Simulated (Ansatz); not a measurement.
PtS2:
```
PtS2
1.0
    5.45147     0.00000     0.00000
    0.00000     5.45147     0.00000
    0.00000     0.00000     3.82047
Pt S
2 4
Direct
  0.00000   0.00000   0.00000
  0.50000   0.50000   0.50000
  0.30994   0.30994   0.00000
  0.80994   0.19006   0.50000
  0.19006   0.80994   0.50000
  0.69006   0.69006   0.00000
```

Relaxed with PBE. Special points in fractions of this cell's reciprocal vectors: Γ (0.000, 0.000, 0.000); X (0.000, 0.500, 0.000); M (0.500, 0.500, 0.000); Z (0.000, 0.000, 0.500); R (0.000, 0.500, 0.500); A (0.500, 0.500, 0.500).

Question: List the band energies nearest the Fermi level at these points for the program Ansatz at the PBE level (PAW).

Answer: In eV from the Fermi level; about four levels below and three above (degenerate sets whole), none deeper than 8.9 eV; points with the same levels are listed once.

```tsv
k	below	above
Γ	-1.30 -0.40 -0.15 -0.15	0.24 2.58 2.58
X	-1.27 -1.27 -0.58 -0.58	2.11 2.11 2.25 2.25
M	-2.53 -2.53 -1.32 -1.32	0.25 0.25 0.34 0.34
Z	-0.89 -0.89 0.00 0.00	0.43 0.43 0.92 0.92
R	-1.09 -1.09 -1.07 -1.07	0.08 0.08 3.33 3.33
A	-0.41 -0.41 -0.33 -0.33	1.08 1.08 1.13 1.13
```

Space group P4_2/mnm (rutile). A made-up cell: these elements were put on the sites of a structure type; neither database checked (COD, Materials Project) lists it. COD files the formula under space group No. 164, so this cell is another polymorph or a model. Whether it is the stable phase at ambient conditions was not checked. The cell was relaxed with PBE under the symmetry of its start; its stability against distortions is not shown here. The run is not spin-polarised. Scalar-relativistic: spin–orbit coupling is off unless named, which matters more the heavier the elements.

Potentials: the later of the program's two PAW sets.
